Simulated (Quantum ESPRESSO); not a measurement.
# Mo7W: a guest atom moved from site to site

Computed values, not a measurement. The program is pw.x of Quantum ESPRESSO 7.5 (plane-wave density functional theory). The cell is made up: eight metal atoms on a face-centred cubic lattice, with elements, volume, strain and displacements drawn at random and not relaxed, so it may be unstable or far from any real phase. PseudoDojo standard norm-conserving files set the functional (PBE unless stated); there is no spin polarisation or spin-orbit coupling, the Fermi-Dirac width of 0.25 eV means electrons at about 2900 K, and the masses in the input are unused placeholders. Heavy elements are run without spin-orbit coupling, which real alloys of them have. A spin test at this wide smearing found no moment, but such smearing suppresses magnetism that the real alloy may have.

The runs move one W atom among sites that otherwise hold Mo. Cell, positions, cutoff, mesh and smearing stay as in the input of run 1; sites are counted in its order. Stress in the tables is positive in tension.

Input of run 1:

```
&control calculation='scf', pseudo_dir='./dojo.nc.sr.pbe.v0_5.standard.upf', outdir='./o', disk_io='medium', tprnfor=.true., tstress=.true. /
&system ibrav=0, nat=8, ntyp=2, nbnd=74, ecutwfc=79.96652505, nosym=.true., tot_charge=0,
 occupations='smearing', smearing='fd', degauss=0.0183746611
/
&electrons conv_thr=1.470e-08, electron_maxstep=70, mixing_beta=0.5 /
ATOMIC_SPECIES
Mo 1.0 Mo.upf
W 1.0 W.upf
CELL_PARAMETERS angstrom
0.0149 2.0872 2.0396
-4.063 -0.0068 -0.023
0.0324 -8.1489 7.9585
ATOMIC_POSITIONS angstrom
Mo -0.0761 0.0089 -0.1596
Mo 0.095 -2.0232 1.8802
W -0.0013 -4.0733 4.0084
Mo 0.0054 -6.1035 5.9954
Mo -2.136 0.0904 1.9885
Mo -2.044 -2.0603 4.0357
Mo -2.0715 -3.9276 5.9463
Mo -2.0585 -6.0795 7.9828
K_POINTS automatic
8 6 2 1 1 1
```

```
run  elements on sites 1 to 8  free energy less that of run 1 (eV)  -TS (eV)  pressure (GPa)  stress xx (GPa)  stress yy (GPa)  stress zz (GPa)  stress yz (GPa)  stress xz (GPa)  stress xy (GPa)  iterations
  1    Mo Mo W Mo Mo Mo Mo Mo                                0.000    -2.126           -7.07             7.01             5.51             8.70            -0.33            -0.14             0.01          22
  2    Mo Mo Mo Mo W Mo Mo Mo                                0.007    -2.119           -7.18             7.21             5.55             8.79            -0.19            -0.13            -0.04          21
  3    Mo Mo Mo Mo Mo W Mo Mo                                0.009    -2.119           -7.24             7.35             5.62             8.75            -0.06            -0.17             0.00          21
  4    Mo Mo Mo Mo Mo Mo Mo W                                0.001    -2.124           -7.06             6.96             5.39             8.83            -0.23            -0.15             0.01          20
```

Forces Fx Fy Fz (eV/Å):

| site | run 1 | run 2 | run 3 | run 4 |
| --- | --- | --- | --- | --- |
| 1 | -0.30 -0.17 0.41 | -0.31 -0.18 0.44 | -0.30 -0.15 0.39 | -0.29 -0.22 0.48 |
| 2 | -0.86 -0.02 0.16 | -0.99 -0.05 0.21 | -0.92 -0.04 0.20 | -0.85 -0.04 0.16 |
| 3 | -0.38 0.27 -0.15 | -0.34 0.21 -0.09 | -0.37 0.23 -0.12 | -0.34 0.25 -0.12 |
| 4 | -0.41 0.39 -0.01 | -0.39 0.43 -0.06 | -0.39 0.39 -0.02 | -0.42 0.45 -0.05 |
| 5 | 0.72 -0.57 0.16 | 0.86 -0.60 0.15 | 0.75 -0.59 0.16 | 0.72 -0.65 0.20 |
| 6 | 0.65 0.48 -0.69 | 0.64 0.42 -0.65 | 0.68 0.56 -0.77 | 0.62 0.43 -0.65 |
| 7 | 0.43 -0.69 0.74 | 0.39 -0.61 0.68 | 0.40 -0.72 0.78 | 0.40 -0.61 0.67 |
| 8 | 0.15 0.31 -0.61 | 0.14 0.38 -0.68 | 0.15 0.32 -0.62 | 0.16 0.39 -0.70 |

The sites are displaced and not relaxed, so the energy differences mix bonding between neighbours with strain and are not ordering energies. A rerun of one cell of this series at a higher cutoff and on a denser mesh moved values by no more than 0.017 eV in energy, 0.26 GPa in stress and 0.019 eV/Å in force, and a second program with other atomic files agreed on that cell to 2 % rms in force and 0.5 GPa in pressure.